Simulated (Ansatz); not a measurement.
SiNi3 (Cu3Au type, Pm-3m) under volume change, the program Ansatz at the PBE level (PAW), scaled uniformly.

| V (Å³/atom) | E − E(relaxed) (meV/atom) | P (GPa) |
|---|---|---|
| 9.805 | 69.9 | 25.22 |
| 10.129 | 29.2 | 15.34 |
| 10.452 | … | … |
| 10.775 | 0.0 | 0.03 |
| 11.098 | … | … |
| 11.422 | 23.0 | -10.81 |
| 11.745 | 49.2 | -14.97 |

Q: Some entries are withheld; supply them.

A: 
- 11.098, E − E(relaxed) (meV/atom): 6.1
- 11.098, P (GPa): -5.86
- 10.452, E − E(relaxed) (meV/atom): 6.9
- 10.452, P (GPa): 7.03

Q: What does a third-order Birch–Murnaghan fit give for V₀, B₀ and B′?

A: V₀ = 10.78 Å³/atom, B₀ = 213 GPa, B′ = 4.7.

Symmetry was held in the PBE relaxation; of distortions, only those at the zone centre were tested. The workflow began spin-polarised and lost its moments.

Potentials: the later of the program's two PAW sets.
